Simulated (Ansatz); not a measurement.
KF (rock salt), relaxed and computed with several functionals in Ansatz (plane waves, PAW).

```tsv
functional	a (Å)	gap (eV)	B₀ by P(V) fit (GPa)
LDA	[?]	[?]	[?]
PBE	5.421	5.96	29.0
HSE06	5.369	8.10	31.6
r²SCAN	5.317	6.91	35.3
```

Task: Some entries are withheld; supply them.

Result: 
- LDA, a (Å): 5.163
- LDA, gap (eV): 6.37
- LDA, B₀ by P(V) fit (GPa): 43.7

All cells were relaxed under the symmetry of their starts (and spin orders); stability against distortions was not tested throughout.

Potentials: the later of the program's two PAW sets.

Ansatz (an electronic-structure program) is a plane-wave DFT program.
